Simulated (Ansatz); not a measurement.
CdSe:
```
CELL_PARAMETERS angstrom
      0.00000     3.09813     3.09813
      3.09813     0.00000     3.09813
      3.09813     3.09813     0.00000
ATOMIC_POSITIONS crystal
  Se 0.75000 0.75000 0.75000
  Cd 0.00000 0.00000 0.00000
```

Tensor components refer to the Cartesian frame of this cell.

Question: Give the high-frequency dielectric tensor and the Born effective charge tensors of the independent atoms from DFPT, DFT-PBE in the program Ansatz with PAW potentials.

Answer: 
ε∞:
```
8.09  0.00  0.00
0.00  8.09  0.00
0.00  0.00  8.09
```
Z* of atom 1 (Se), rows: field, columns: displacement, in e:
```
-2.32   0.00   0.00
 0.00  -2.32   0.00
 0.00   0.00  -2.32
```
Z* of atom 2 (Cd), rows: field, columns: displacement, in e:
```
2.32  0.00  0.00
0.00  2.32  0.00
0.00  0.00  2.32
```

Static charges for comparison (Bader): Se1 -0.72, Cd2 +0.72 e. Born charges measure polarisation by displacement and can exceed these by far.

Space group F-43m (zinc blende). The cell was relaxed with PBE under the symmetry of its start. Scalar-relativistic: spin–orbit coupling is off unless named, which matters more the heavier the elements.

Potentials: the later of the program's two PAW sets.
